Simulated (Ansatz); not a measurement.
Hf (hcp, Mg type)

```yaml
crystal:
  lattice:
    - [3.20421, 0.00000, 0.00000]
    - [-1.60210, 2.77493, 0.00000]
    - [0.00000, 0.00000, 5.06906]
  atoms:
    - { symbol: Hf, position: [0.33333, 0.66667, 0.75000] }
    - { symbol: Hf, position: [0.66667, 0.33333, 0.25000] }
```

The atoms are displaced by Q × the pattern below (from a DFPT mode at Γ, largest move 1; Q in Å), at fixed cell. It is one choice among 2 degenerate patterns.

```json
[
 {"atom": "Hf1", "x": "0.000", "y": "1.000", "z": "0.000"},
 {"atom": "Hf2", "x": "0.000", "y": "-1.000", "z": "0.000"}
]
```

Calculation: PBE (plane waves to 420 eV, PAW, scalar-relativistic; Ansatz, an electronic-structure program). k mesh 17×17×9 (Γ-centred), Fermi-Dirac smearing 0.05 eV. E stands for the smeared free energy. With partly filled bands, energies and forces of such displacements shift with the k mesh and the smearing. Hf is run without spin polarisation. Hf was relaxed with its symmetry unable to fall. Spin-orbit coupling is left out, though Hf is heavy. ΔE is measured from the undisplaced structure. The last digit holds for this mesh only.

```csv
Q (Å),ΔE (meV/cell)
-0.2800,225.2
-0.2333,172.7
-0.1867,withheld
-0.1400,73.2
-0.0933,34.7
-0.0467,9.2
0.0000,0.0
0.0467,9.7
0.0933,38.5
0.1400,84.4
0.1867,143.9
0.2333,215.6
0.2800,304.2
```

Q: Fit a polynomial form (powers 2, 3, 4) to the given rows and predict ΔE at Q = -0.1867.

A: Least squares on the 12 given rows: ΔE = (4141)·Q² + (1776)·Q³ + (-9889)·Q⁴, in meV/cell with Q in Å; root-mean-square residual 1.33 meV/cell. At -0.1867 the fit gives 120.8 meV/cell; the calculation gives 120.6 meV/cell, so the interpolation is off by 0.2 (+0.2 %). The quadratic term alone would give 144.3 meV/cell.

(A displaced cell: forces are minus the slopes of the energy, force constants its curvatures, and phonons follow from these.)
